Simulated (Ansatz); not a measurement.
LiGeN:
```cif
data_Ge2Li2N2
_chemical_formula_sum 'Li2 Ge2 N2'
_space_group_name_H-M_alt 'P 1'
_space_group_IT_number 1
_cell_length_a 2.98692
_cell_length_b 2.98692
_cell_length_c 9.35380
_cell_angle_alpha 90.000
_cell_angle_beta 90.000
_cell_angle_gamma 120.000
loop_
_space_group_symop_operation_xyz
  'x, y, z'
loop_
_atom_site_label
_atom_site_type_symbol
_atom_site_fract_x
_atom_site_fract_y
_atom_site_fract_z
_atom_site_occupancy
Li1 Li 0.66667 0.33333 0.74324 1
Li2 Li 0.33333 0.66667 0.24324 1
Ge1 Ge 0.00000 0.00000 0.49881 1
Ge2 Ge 0.00000 0.00000 0.99881 1
N1 N 0.33333 0.66667 0.60259 1
N2 N 0.66667 0.33333 0.10259 1
```

Relaxed with r²SCAN.

Q: Tabulate the valence density and the electron localisation function along the shortest Li–Li contact (2.99 Å), DFT-r²SCAN in the program Ansatz with PAW potentials.

A: 

| distance from Li (Å) | density (e/Å³) | ELF |
|---|---|---|
| 0.30 | 4.59 | 0.98 |
| 0.45 | 1.66 | 0.83 |
| 0.60 | 0.33 | 0.16 |
| 0.75 | 0.09 | 0.02 |
| 0.90 | 0.06 | 0.02 |
| 1.05 | 0.06 | 0.05 |
| 1.19 | 0.06 | 0.10 |
| 1.34 | 0.06 | 0.12 |
| 1.49 | 0.06 | 0.13 |
| 1.64 | 0.06 | 0.12 |
| 1.79 | 0.06 | 0.10 |
| 1.94 | 0.06 | 0.05 |
| 2.09 | 0.06 | 0.02 |
| 2.24 | 0.09 | 0.02 |
| 2.39 | 0.33 | 0.16 |
| 2.54 | 1.66 | 0.83 |
| 2.69 | 4.59 | 0.98 |

The density is the valence pseudo-density with augmentation charge, so density and ELF within about 1 Å of a nucleus are not all-electron values.

Space group P6_3mc. The first step of the workflow began from a Materials Project structure, measured or hypothetical; the Crystallography Open Database copy checked does not list it. Its standing as an ambient phase is unchecked. Symmetry was held in the r²SCAN relaxation; its stability against distortions is not shown here.

Potentials: the later of the program's two PAW sets.
